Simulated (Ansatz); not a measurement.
A geometry of P away from equilibrium: step 2 of the relaxation of a relaxed P cell, doubled along one cell vector, shaken by Gaussian noise of σ = 0.08 Å a coordinate. Calculation: r2SCAN (plane waves to 500 eV, PAW, scalar-relativistic; Ansatz, a program for electronic structure). Γ-centred k-mesh 6×6×5 on the run's cell (coarser than for final values), Fermi–Dirac smearing 0.05 eV.

```yaml
crystal:
  lattice:
    - [4.48190, 0.01279, 0.00312]
    - [-2.22987, 3.87490, -0.00083]
    - [0.00350, 0.00094, 5.00728]
  atoms:
    - { symbol: P, position: [0.01190, 0.00713, 0.01744] }
    - { symbol: P, position: [0.01156, 0.00982, 0.50413] }
    - { symbol: P, position: [0.34775, 0.67582, 0.23119] }
    - { symbol: P, position: [0.34149, 0.70258, 0.74947] }
    - { symbol: P, position: [0.64490, 0.31778, 0.26427] }
    - { symbol: P, position: [0.65636, 0.32840, 0.76057] }
```

Q: Which atoms carry the largest force, and which way does it point?

A: 0.33 eV/Å, on P1 (atoms numbered as listed); on P1 its components are (0.09, 0.05, 0.31).

Q: What is the pressure?

A: -0.2 GPa, compression positive.

Q: How much energy per atom can still be gained by relaxing?

A: 0.66 eV/atom; the path ends in P1 (No. 1).

No spin polarisation in the result. No dispersion correction is included, so spacings between layers, chains or molecules are soft and tend to come out too large.

The end of the path is a generated cell of P: the first start was made by placing the elements on the sites of a structure type, and the end was not matched to a known phase here, so it may be hypothetical. Known forms of P include space group No. 64.
